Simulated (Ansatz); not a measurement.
Ta$_{2}$O$_{5}$:
```
CELL_PARAMETERS angstrom
      3.66927     0.00000     0.00000
      0.00000     3.85793     0.00000
      0.00000     0.00000     6.43150
ATOMIC_POSITIONS crystal
  Ta 0.50000 0.00000 0.50000
  Ta 0.00000 0.00000 0.00000
  O  0.50000 0.50000 0.50000
  O  0.00000 0.00000 0.67925
  O  0.00000 0.00000 0.32075
  O  0.00000 0.50000 0.00000
  O  0.50000 0.00000 0.00000
```

Relaxed with PBEsol. Independent-particle spectrum: no excitons, no local fields, no scissors shift; 0.1 eV broadening; ε₁ of the summed bands alone.

Task: Tabulate the dielectric function from DFT-PBEsol in the program Ansatz with PAW potentials.

Result: 

| E (eV) | ε₁ xx | ε₂ xx | ε₁ yy | ε₂ yy | ε₁ zz | ε₂ zz |
|---|---|---|---|---|---|---|
| 0.0 | 6.91 | 0.00 | 7.70 | 0.00 | 5.21 | 0.00 |
| 0.3 | 6.94 | 0.00 | 7.75 | 0.00 | 5.24 | 0.00 |
| 0.6 | 7.04 | 0.01 | 7.92 | 0.18 | 5.32 | 0.01 |
| 0.9 | 7.19 | 0.05 | 7.91 | 0.13 | 5.43 | 0.06 |
| 1.2 | 7.43 | 0.12 | 8.26 | 0.06 | 5.57 | 0.10 |
| 1.5 | 7.80 | 0.32 | 8.88 | 0.11 | 5.92 | 0.14 |
| 1.8 | 7.91 | 0.67 | 9.51 | 0.80 | 6.28 | 0.83 |
| 2.1 | 8.13 | 0.68 | 10.03 | 1.29 | 5.81 | 0.67 |
| 2.4 | 8.76 | 0.98 | 10.53 | 2.18 | 6.61 | 0.61 |
| 2.7 | 9.45 | 1.72 | 12.06 | 2.98 | 8.43 | 2.76 |
| 3.0 | 9.91 | 3.03 | 11.66 | 5.87 | 4.80 | 2.78 |
| 3.3 | 9.48 | 4.41 | 10.93 | 8.62 | 5.94 | 2.03 |
| 3.6 | 8.89 | 5.39 | 8.46 | 9.14 | 6.33 | 3.17 |
| 3.9 | 7.62 | 6.30 | 6.57 | 9.63 | 6.59 | 4.52 |
| 4.2 | 6.70 | 6.15 | 6.19 | 9.35 | 1.92 | 6.91 |
| 4.5 | 6.50 | 5.90 | 6.34 | 12.78 | 2.12 | 2.79 |
| 4.8 | 6.08 | 5.82 | 0.08 | 11.96 | 2.98 | 2.25 |
| 5.1 | 6.79 | 5.82 | -1.95 | 9.46 | 3.59 | 2.05 |
| 5.4 | 7.91 | 6.36 | -2.79 | 6.45 | 4.15 | 2.16 |
| 5.7 | 8.71 | 12.29 | -2.14 | 4.76 | 4.95 | 2.87 |
| 6.0 | 1.81 | 12.52 | -1.51 | 3.58 | 4.78 | 3.89 |
| 6.3 | -1.34 | 10.86 | -0.96 | 2.91 | 4.16 | 4.34 |
| 6.6 | -2.31 | 7.50 | -0.49 | 2.34 | 4.16 | 5.36 |
| 6.9 | -2.12 | 6.25 | 0.01 | 1.78 | 1.22 | 5.75 |
| 7.2 | -2.11 | 4.57 | 0.82 | 1.79 | 1.19 | 4.33 |
| 7.5 | -1.15 | 3.35 | 0.43 | 1.40 | 1.16 | 3.97 |
| 7.8 | -0.54 | 3.43 | 1.30 | 0.69 | 0.88 | 3.77 |
| 8.1 | -0.38 | 3.25 | 2.71 | 0.67 | 0.67 | 3.15 |
| 8.4 | -0.39 | 2.81 | 3.77 | 1.56 | 0.88 | 2.94 |
| 8.7 | -0.05 | 2.79 | 4.48 | 2.50 | 0.68 | 2.72 |
| 9.0 | 0.09 | 2.33 | 4.85 | 4.83 | 0.71 | 2.29 |
| 9.3 | 0.65 | 2.14 | 2.45 | 7.12 | 0.87 | 1.89 |
| 9.6 | 1.20 | 2.69 | 0.12 | 5.84 | 1.42 | 1.70 |
| 9.9 | 0.51 | 3.02 | -0.94 | 4.66 | 2.13 | 2.08 |
| 10.2 | 0.77 | 2.39 | -0.78 | 3.45 | 1.48 | 2.46 |
| 10.5 | 1.20 | 2.62 | -0.63 | 3.02 | 1.66 | 2.51 |
| 10.8 | 1.17 | 3.85 | -0.47 | 2.62 | 2.03 | 2.90 |
| 11.1 | -0.31 | 3.26 | -0.17 | 2.21 | 0.74 | 3.40 |
| 11.4 | -0.26 | 2.61 | -0.06 | 2.35 | 0.69 | 2.92 |
| 11.7 | 0.00 | 2.40 | -0.16 | 1.95 | 0.60 | 3.02 |
| 12.0 | -0.15 | 2.30 | 0.16 | 1.86 | 0.10 | 2.96 |

Task: From ε at 1.5 eV (xx: 7.80 + 0.32i), find n, k, the normal reflectivity and the absorption coefficient.

Result: n = 2.79, k = 0.057, R = 22 %, α = 2kE/ħc = 8700 cm⁻¹.

With all bands, ε∞ without local fields is 7.08 (xx), 7.87 (yy), 5.41 (zz). DFPT, with local fields, gives 6.92 (xx), 7.68 (yy), 5.25 (zz).

Space group Pmmm. The workflow started from a Materials Project entry (that database holds measured and hypothetical structures alike); the Crystallography Open Database copy checked does not list it. COD files the formula under space group No. 49. Whether it is the stable phase at ambient conditions was not checked. The cell was relaxed with PBEsol under the symmetry of its start. At this level the phase is dynamically unstable (imaginary phonons). The run is not spin-polarised. Scalar-relativistic: spin–orbit coupling is off unless named, which matters more the heavier the elements.

Potentials: the earlier of the program's two PAW sets. The files were generated under PBE; for other functionals the program regenerates the frozen cores, and for LDA and PBEsol the local potential too.
